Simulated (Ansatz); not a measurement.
The elements of this relaxed trial crystal are hidden behind letters.

```
lattice vectors (Å)
   1.8334    1.0585    8.9249
  -1.8334    1.0585    8.9249
   0.0000   -2.1170    8.9249
fractional positions
X 0.5745 0.5745 0.5745
X 0.7584 0.7584 0.7584
X 0.3332 0.3332 0.3332
Z 0.1667 0.1667 0.1667
```

The calculation used Ansatz 0.2.0, DFT PBE, scalar-relativistic, plane waves, PAW. Settings of the last relaxation (4-atom cell): 420 eV, 12×12×12 k points, Gaussian smearing of 0.10 eV, no spin polarisation.

- Space group: R3m (No. 160)
- Conventional cell: a = 3.667 Å, c = 26.775 Å
- Volume per atom: 25.98 Å³
- Density: 4.19 g/cm³
- Formation energy: −0.39 eV/atom
- Gap on the 12×12×12 mesh of the 4-atom cell: 0 eV (a metal)

Energies are uncorrected and count from the elements' standard states at the same level.

Task: X is a d-block element of period 4 and Z is a p-block element of period 5. Which elements are they?

Result: X = Sc, Z = Te, so the formula is Sc3Te. Density times volume gives a mean mass of 4.19 × 25.98/1.6605 = 65.6 u per atom, and this set has 65.6 u. Around Sc on its first site lie 3 Te at 2.91 Å, 3 Sc at 3.25 Å and 6 Sc at 3.67 Å; around Sc on its second site lie 3 Te at 2.92 Å, 3 Sc at 3.25 Å and 6 Sc at 3.67 Å; Te has 6 Sc at 2.91–2.92 Å; 1 more site not described. Other sets within the hints have nearly the same mass, so mass alone doesn't settle it; this one was computed.

Spin–orbit coupling, which can matter for Te, is left out. The cell is a metal run without spin; a magnetic state may lie lower. This cell was reached by moving the atoms of another relaxed cell at random and relaxing again, last within the group found; it had no such test of its own. Another cell of Sc3Te relaxed alike, in P6_3/mmc (a Materials Project cell), lies 25 meV/atom lower, so this cell isn't the stable form at this level.
